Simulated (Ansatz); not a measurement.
An Ansatz (a program for electronic structure) run. Input:

Ansatz 0.2 input:
```yaml
crystal:
  lattice:
    - [3.6763928827, 0.0, 0.0]
    - [-1.8381964413, 3.1838496307, 0.0]
    - [0.0, 0.0, 5.6759729434]
  atoms:
    - { symbol: Y, position: [0.3333333333, 0.6666666667, 0.75] }
    - { symbol: Y, position: [0.6666666667, 0.3333333333, 0.25] }
kpoints:
  mp_grid: { grid: [22, 22, 13] }
hamiltonian:
  xc: r2scan
  dispersion: d4
  pseudopotentials: { kind: paw }
scf:
  occupations: { method: fermi_dirac, width: 0.1 }
elastic: { mode: relaxed_ion, stencil: two_point, amplitude: 0.005, f_tol: 0.0005 }
```

Output (shortened):

```
Pseudopotential: Y, paw, valence charge 11
Functional definition: r2SCAN
Crystal: 2 atoms, lattice volume = 66.438 Å³
Basis set: ecut = 500 eV, 1701 PW (Γ), exchange–correlation on 108×108×180 points (64 copies of the dense FFT grid, shifted against one another)
Bands: 15, of which v1, the nominal top of the filled ones, is band 11 counted from 1 (10 counted from 0)
Symmetry: 24 space group operations
Space group: P63/mmc (ITA 194), of the structure as read, at distance tolerance 4.1e-5 Å
k-points: 364 of 6292
SCF 1 converged in 10 iterations: F = -7719.620886 eV  dr2 = 3.45e-14
Crystal: 2 atoms, lattice volume = 66.438 Å³
SCF 2 converged in 2 iterations: F = -7719.620886 eV  dr2 = 1.75e-14
Crystal: 2 atoms, lattice volume = 66.106 Å³
Symmetry: 8 space group operations
k-points: 931 of 6292
SCF 3 converged in 10 iterations: F = -7719.620567 eV  dr2 = 2.21e-14
relax step   1: F+E_penalty+E_count = -7719.62056743 eV  Δ(F+E_penalty+E_count) = +0.000e0 eV  max|allowed force component| = 9.352e-3 eV/Å  Δτ_max = 0.0000 Å  (10 SCF iters, accepted)
Crystal: 2 atoms, lattice volume = 66.106 Å³
SCF 4 converged in 10 iterations: F = -7719.620604 eV  dr2 = 1.97e-15
relax step   2: F+E_penalty+E_count = -7719.62060413 eV  Δ(F+E_penalty+E_count) = -3.671e-5 eV  max|allowed force component| = 8.695e-4 eV/Å  Δτ_max = 0.0043 Å  (10 SCF iters, accepted)
Crystal: 2 atoms, lattice volume = 66.106 Å³
SCF 5 converged in 9 iterations: F = -7719.620604 eV  dr2 = 1.59e-15
relax step   3: F+E_penalty+E_count = -7719.62060445 eV  Δ(F+E_penalty+E_count) = -3.190e-7 eV  max|allowed force component| = 2.051e-6 eV/Å  Δτ_max = 0.0004 Å  (9 SCF iters, accepted)
Crystal: 2 atoms, lattice volume = 66.106 Å³
SCF 6 converged in 2 iterations: F = -7719.620604 eV  dr2 = 8.18e-16
Crystal: 2 atoms, lattice volume = 66.770 Å³
Basis set: ecut = 500 eV, 1717 PW (Γ), exchange–correlation on 108×108×180 points (64 copies of the dense FFT grid, shifted against one another)
SCF 7 converged in 10 iterations: F = -7719.620346 eV  dr2 = 2.15e-14
relax step   1: F+E_penalty+E_count = -7719.62034568 eV  Δ(F+E_penalty+E_count) = +0.000e0 eV  max|allowed force component| = 9.395e-3 eV/Å  Δτ_max = 0.0000 Å  (10 SCF iters, accepted)
Crystal: 2 atoms, lattice volume = 66.770 Å³
SCF 8 converged in 10 iterations: F = -7719.620383 eV  dr2 = 1.65e-15
relax step   2: F+E_penalty+E_count = -7719.62038265 eV  Δ(F+E_penalty+E_count) = -3.698e-5 eV  max|allowed force component| = 5.788e-5 eV/Å  Δτ_max = 0.0040 Å  (10 SCF iters, accepted)
Crystal: 2 atoms, lattice volume = 66.770 Å³
SCF 9 converged in 2 iterations: F = -7719.620383 eV  dr2 = 8.41e-16
Crystal: 2 atoms, lattice volume = 66.106 Å³
SCF 10 converged in 10 iterations: F = -7719.619845 eV  dr2 = 5.55e-14
Crystal: 2 atoms, lattice volume = 66.770 Å³
SCF 11 converged in 10 iterations: F = -7719.621135 eV  dr2 = 1.31e-16
Crystal: 2 atoms, lattice volume = 66.437 Å³
Symmetry: 4 space group operations
k-points: 1651 of 6292
SCF 12 converged in 10 iterations: F = -7719.620762 eV  dr2 = 3.89e-15
relax step   1: F+E_penalty+E_count = -7719.62076194 eV  Δ(F+E_penalty+E_count) = +0.000e0 eV  max|allowed force component| = 1.249e-4 eV/Å  Δτ_max = 0.0000 Å  (10 SCF iters, accepted)
Crystal: 2 atoms, lattice volume = 66.437 Å³
SCF 13 converged in 2 iterations: F = -7719.620762 eV  dr2 = 1.91e-15
Crystal: 2 atoms, lattice volume = 66.437 Å³
SCF 14 converged in 10 iterations: F = -7719.620762 eV  dr2 = 3.85e-15
relax step   1: F+E_penalty+E_count = -7719.62076194 eV  Δ(F+E_penalty+E_count) = +0.000e0 eV  max|allowed force component| = 1.249e-4 eV/Å  Δτ_max = 0.0000 Å  (10 SCF iters, accepted)
Crystal: 2 atoms, lattice volume = 66.437 Å³
SCF 15 converged in 2 iterations: F = -7719.620762 eV  dr2 = 1.89e-15
SCF converged after 2 iterations
Free energy (F): -7719.620886 eV
Harris-Foulkes:  -7719.620886 eV  (|F-HF|=1.82e-12)
Internal energy: -7719.507003 eV  (E = F + TS)
E sigma→0 (E₀):  -7719.563945 eV
Entropy (-TS):   -0.113883 eV (-56.941 meV/atom)
Fermi energy:    9.233928 eV
--- Per-component energies (eV) ---
  E_band       = -263.156794
  E_kinetic    = 607.616175
  E_local      = -1234.213715  (includes V_loc(G=0)·N_el)
  E_nonlocal   = 99.692481
  E_hartree    = 390.375865
  E_xc         = -334.496816
  E_vxc        = -441.997327  (∫ρ·V_xc dr)
  E_paw        = -5683.288971  (= ΣΔE_a)
  E_vpaw       = -99.198355  (= ΣTr[D̂ρ^β])
  E_aug_tail   = 0.000007  (compensation charges beyond the density's cutoff)
  E_vtau       = 24.192211  (kinetic-family band-sum trace: ∫τ·v_τ [+ j·A + Jᵃ·Aᵃ] dr)
  E_ewald      = -1564.735892
  E_disp       = -0.148230  (pairwise vdW)
  E_core_change = -0.307907  (= ΣΔE_core)
  E_smearing   = -0.113883  (= −TS)
  E_closure    =  0.000000  (closes the sum)
  Σ components = -7719.620886   (vs F -7719.620886, Δ=0.00e0)
--- Forces (eV/Å), atoms counted from 1 ---
  atom   1  Y      0.00000000     0.00000000     0.00000000
  atom   2  Y      0.00000000     0.00000000     0.00000000
  max |Σ_I F_I| component: 4.63e-18 eV/Å
--- Stress (GPa, compression-positive) ---
       -0.054845       0.000000       0.000000
        0.000000      -0.054845       0.000000
        0.000000       0.000000       0.309821
  P = ⅓ Tr σ = 0.0667 GPa (0.667 kbar)
--- Band table (eV; the first three rows and the last of 364) ---
  k-point 0: bands = ["-34.9781", "-34.8977", "-14.6223", "-14.1256", "-14.1256", "-14.0302", "-14.0302", "-14.0006", "4.3327", "7.3819", "10.0922", "11.1796", "11.1796", "11.6544", "11.8690"]
  k-point 1: bands = ["-34.9769", "-34.8989", "-14.6137", "-14.1243", "-14.1243", "-14.0316", "-14.0316", "-14.0102", "4.3739", "7.3506", "10.0595", "11.1500", "11.1500", "11.6101", "11.8275"]
  k-point 2: bands = ["-34.9735", "-34.9023", "-14.5886", "-14.1202", "-14.1202", "-14.0383", "-14.0357", "-14.0357", "4.4961", "7.2491", "9.9877", "11.0859", "11.0859", "11.4816", "11.7167"]
  k-point 363: bands = ["-34.9001", "-34.8995", "-14.4877", "-14.4857", "-14.3335", "-14.3085", "-14.0988", "-14.0958", "8.6895", "8.6933", "9.0201", "9.0859", "9.5968", "9.6537", "12.1673"]
--- Elastic constants: 3 strain directions × 2 members + reference (group order 24) ---
  dense FFT box of the reference and of every strained cell: 27×27×45
  strains applied: 11, 33, 23; error gains …
  pairwise dispersion correction: d4 (s6 = 1.0, s8 = 0.6018749, s9 = 1.0, a1 = 0.51559235, a2_bohr = 5.77342911), with the weights of each atom's references …
  C = ∂σ_k/∂η_j (tension-positive GPa; Voigt order 11 22 33 23 13 12):
        75.645     29.048     20.031      0.000      0.000      0.000
        29.048     75.645     20.031      0.000      0.000      0.000
        20.399     20.399     76.319      0.000      0.000      0.000
         0.000      0.000      0.000     23.793      0.000      0.000
         0.000      0.000      0.000      0.000     23.793      0.000
         0.000      0.000      0.000      0.000      0.000     23.298
  reference stress σ⁰ (GPa):      0.055      0.055     -0.310      0.000      0.000      0.000
  moduli (Voigt/Reuss/Hill, GPa): K = 40.73/40.65/40.69   G = 24.72/24.51/24.62   E = 61.45   ν = 0.248
  mechanically stable: yes (min eigenvalue of sym C = 23.30 GPa)
  strain η (Voigt 11):  stress-route row diagonal C_11 = 75.64 GPa, energy-path curvature d²(F+E_count+ΔE)/dδ²/Ω₀ = 75.65 GPa
         δ    σ_11 (GPa)             F (eV)   n_scf  n_hpsi   n_pw
    -5.000e-3      -0.3275       -7719.6206045       2  140978   1707   relax 3 steps, max|allowed force component| 2.05e-6 eV/Å
     5.000e-3       0.4290       -7719.6203827       2  141219   1725   relax 2 steps, max|allowed force component| 5.79e-5 eV/Å
  strain η (Voigt 33):  stress-route row diagonal C_33 = 76.32 GPa, energy-path curvature d²(F+E_count+ΔE)/dδ²/Ω₀ = 76.32 GPa
         δ    σ_33 (GPa)             F (eV)   n_scf  n_hpsi   n_pw
    -5.000e-3      -0.6954       -7719.6198447      10  127260   1713   relax 0 steps, max|allowed force component| 2.31e-17 eV/Å
     5.000e-3       0.0678       -7719.6211347      10  119880   1725   relax 0 steps, max|allowed force component| 1.04e-17 eV/Å
  strain η (Voigt 23):  stress-route row diagonal C_44 = 23.79 GPa, energy-path curvature d²(F+E_count+ΔE)/dδ²/Ω₀ = 23.86 GPa
         δ    σ_23 (GPa)             F (eV)   n_scf  n_hpsi   n_pw
    -5.000e-3      -0.1190       -7719.6207619       2  250633   1714   relax 1 steps, max|allowed force component| 1.25e-4 eV/Å
     5.000e-3       0.1190       -7719.6207619       2  250358   1714   relax 1 steps, max|allowed force component| 1.25e-4 eV/Å
```

Cost: very roughly 25 core-minutes on shared cores.

Space group P6_3/mmc (hcp (Mg type)). The r²SCAN+D4 relaxation kept the symmetry of its start. No spin polarisation was allowed. The pairwise dispersion correction was not fitted to metals. As this level gives no gap, shear constants depend on the k-mesh and smearing (Fermi–Dirac, 0.1 eV here). Axis ratios of metals converge slowly with the k-mesh, so a and c are less sure than the volume. On the denser mesh and wider smearing of the elastic run this cell carries a stress of 0.3 GPa. Spin–orbit coupling is left out wherever it is not named.

Potentials: the later of the program's two PAW sets.

Ansatz is a plane-wave DFT program.
